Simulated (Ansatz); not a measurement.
SiGe$_{3}$:
```xyz
4
Lattice="3.9675 0.0000 0.0000 0.0000 3.9675 0.0000 0.0000 0.0000 5.6012" Properties=species:S:1:pos:R:3 pbc="T T T"
Si     0.0000     0.0000     0.0000
Ge     1.9837     0.0000     1.3684
Ge     1.9837     1.9837     2.8006
Ge     0.0000     1.9837     4.2327
```

Relaxed with r²SCAN. Special points in fractions of this cell's reciprocal vectors: Γ (0.000, 0.000, 0.000); X (0.000, 0.500, 0.000); M (0.500, 0.500, 0.000); Z (0.000, 0.000, 0.500); R (0.000, 0.500, 0.500); A (0.500, 0.500, 0.500).

**Question.** List the band energies nearest the valence-band maximum at these points for DFT-r²SCAN in the program Ansatz with PAW potentials.

**Answer.** In eV from the valence-band maximum; about four levels below and three above (degenerate sets whole), none deeper than 8.9 eV; points with the same levels are listed once.

```json
[
 {"k": "Γ", "below": "-3.19 -3.19 -0.04 0.00 0.00", "above": "0.91 0.96 1.34"},
 {"k": "X", "below": "-4.01 -3.92 -1.71 -1.40", "above": "2.23 2.55 4.96"},
 {"k": "M", "below": "-3.24 -3.16 -3.16 -3.09", "above": "0.71 0.91 0.91"},
 {"k": "Z", "below": "-2.26 -2.26 -1.97 -1.97", "above": "1.02 1.43 3.18"},
 {"k": "R", "below": "-1.63 -1.45 -1.41 -1.27", "above": "0.56 1.05 3.66"},
 {"k": "A", "below": "-4.09 -4.03 -4.02 -4.02", "above": "4.66 4.66 4.82"}
]
```

Space group P-4m2. The start of the workflow was typed in or built on a structure type; neither database checked (COD, Materials Project) lists it. Its standing as an ambient phase is unchecked. The r²SCAN relaxation kept the symmetry of its start; its stability against distortions is not shown here. Scalar-relativistic: spin–orbit coupling is off unless named, which matters more the heavier the elements.

Potentials: the later of the program's two PAW sets.
